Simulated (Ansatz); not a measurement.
Cu Kα1 powder pattern (kinematic, no thermal factors).
```
2θ (°)  relative intensity
 11.38                   2
 20.38                   2
 24.78                 100
 28.68                   8
 28.70                   4
 41.01                  23
 41.02                  46
 48.50                  32
 48.52                  16
 50.82                   3
 59.39                   7
 59.42                   4
 65.34                   6
 65.36                  13
 67.26                   1
 67.27                   1
 67.29                   1
 74.71                  15
 74.73                   7
 80.11                   7
 80.12                   4
 80.15                   4
 88.94                   2
 88.97                   5
```

The pattern is computed from a structure relaxed with DFT PBE, scalar-relativistic, plane waves, PAW (Ansatz 0.2.0). No spin polarisation. Its elements are Al, Ga, Sb.

Question: Give the structure.

Answer: Al₂Ga₃Sb₅.
Space group I-4m2 (No. 119). a = 4.398 Å, b = 4.398 Å, c = 31.085 Å, α = 90.00°, β = 90.00°, γ = 90.00°
```json
{"atom": "Al", "site": "4f", "symmetry": "2mm.", "x": "0.0000", "y": "0.5000", "z": "0.3500"}
{"atom": "Ga", "site": "2d", "symmetry": "-4m2", "x": "0.5000", "y": "0.0000", "z": "0.2500"}
{"atom": "Ga", "site": "4f", "symmetry": "2mm.", "x": "0.5000", "y": "0.0000", "z": "0.4502"}
{"atom": "Sb", "site": "4e", "symmetry": "2mm.", "x": "0.5000", "y": "0.5000", "z": "0.2000"}
{"atom": "Sb", "site": "4e", "symmetry": "2mm.", "x": "0.5000", "y": "0.5000", "z": "0.4001"}
{"atom": "Sb", "site": "2b", "symmetry": "-4m2", "x": "0.5000", "y": "0.5000", "z": "0.0000"}
```

A pattern alone doesn't exclude other cells with like lines; this is the one computed.

The cell was found from a structure generator's guess, not taken from experiment.
